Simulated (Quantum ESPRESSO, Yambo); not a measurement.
## Quasiparticle gap of CsO at +1 % isotropic strain

```cif
data_Cs4O4
_chemical_formula_sum 'O4 Cs4'
_space_group_name_H-M_alt 'Immm'
_space_group_IT_number 71
_space_group_name_Hall '-I 2 2'
_cell_length_a 4.31115
_cell_length_b 6.41858
_cell_length_c 7.50984
_cell_angle_alpha 90.000
_cell_angle_beta 90.000
_cell_angle_gamma 90.000
loop_
_atom_site_label
_atom_site_type_symbol
_atom_site_symmetry_multiplicity
_atom_site_Wyckoff_symbol
_atom_site_fract_x
_atom_site_fract_y
_atom_site_fract_z
_atom_site_occupancy
O1 O 4 g 0.00000 0.38442 0.00000 1
Cs1 Cs 4 i 0.00000 0.00000 0.25714 1
```
(The calculation used a cell of 4 atoms; values per cell refer to that cell.)

The PBEsol cell relaxed from Materials Project entry mp-7896 was given an isotropic strain of +1 % on all lattice vectors, and the atoms were relaxed again.

Starting point: PBEsol (pw.x of Quantum ESPRESSO, ONCV potentials, without SOC). G0W0 in Yambo: 4×4×4 Γ-centred k mesh, 110 bands and a 6 Ry block in the screening, 110 bands in G with the Bruneval-Gonze terminator, plasmon pole fitted at 27.2 eV.

```yaml
PBEsol gap along the band path: 1.67 eV
PBEsol gap between the mesh's edge points (Γ → Γ): 1.79 eV
G0W0 gap between the same points: 3.16 eV
estimate of the fundamental G0W0 gap (path gap plus the correction; the mesh misses a band edge): 3.04 eV
```

```json
[
 {"k point": "Γ", "band": "VB", "E PBEsol (eV)": "0.00", "E QP (eV)": "-0.84", "shift (eV)": "-0.84", "Z": "0.78"},
 {"k point": "Γ", "band": "CB", "E PBEsol (eV)": "1.79", "E QP (eV)": "2.32", "shift (eV)": "0.53", "Z": "0.86"},
 {"k point": "(0, -0.5, 0)", "band": "VB", "E PBEsol (eV)": "-0.40", "E QP (eV)": "-1.30", "shift (eV)": "-0.90", "Z": "0.78"},
 {"k point": "(0, -0.5, 0)", "band": "CB", "E PBEsol (eV)": "2.74", "E QP (eV)": "3.24", "shift (eV)": "0.50", "Z": "0.86"},
 {"k point": "(0, -0.5, -0.5)", "band": "VB", "E PBEsol (eV)": "-0.44", "E QP (eV)": "-1.37", "shift (eV)": "-0.92", "Z": "0.78"},
 {"k point": "(0, -0.5, -0.5)", "band": "CB", "E PBEsol (eV)": "2.48", "E QP (eV)": "3.10", "shift (eV)": "0.61", "Z": "0.85"}
]
```

Energies count from the PBEsol valence-band maximum.

Convergence of the G0W0 settings was not tested.

The structure is a Materials Project entry; no match was found in the copy of COD used, and its stability was not checked.
